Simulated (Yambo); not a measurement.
A BSE run in Yambo for BaTiP₂O₈ (space group C2/m, No. 12) (LDA bands; 4×4×2 mesh, 22 valence and 12 conduction bands, static screening with 103 bands and a 3 Ry block, scissor 2.67 eV, Tamm-Dancoff; field along x) gives:

| state | energy (eV) | states within 2 meV | relative strength | class |
|---|---|---|---|---|
| 1 | 4.15 | 1 | < 0.01 | dark |
| 2 | 4.35 | 1 | < 0.01 | dark |
| 3 | 4.46 | 1 | < 0.01 | dark |
| 4 | 4.49 | 1 | 0.01 | weak |
| 5 | 4.53 | 1 | < 0.01 | dark |

Axes are Cartesian, with cell vectors (Å) (4.15, -2.63, 0.00), (4.15, 2.63, 0.00), (-0.57, 0.00, 7.82).

Problem. What changes when the window shrinks to 18 valence and 8 conduction bands?

Solution. The lowest state goes from 4.148 eV to 4.153 eV, and its distance below the direct gap from 1.173 eV to 1.168 eV. These are vertical excitations (zero momentum). The scissor comes from a G0W0 run whose convergence isn't established.

Geometry of the Materials Project entry, not relaxed at this level; primitive cell a = b = 4.916 Å, c = 7.841 Å, α = β = 93.49°, γ = 64.64°.

The structure is a Materials Project entry; no match was found in the copy of COD used, and its stability was not checked.
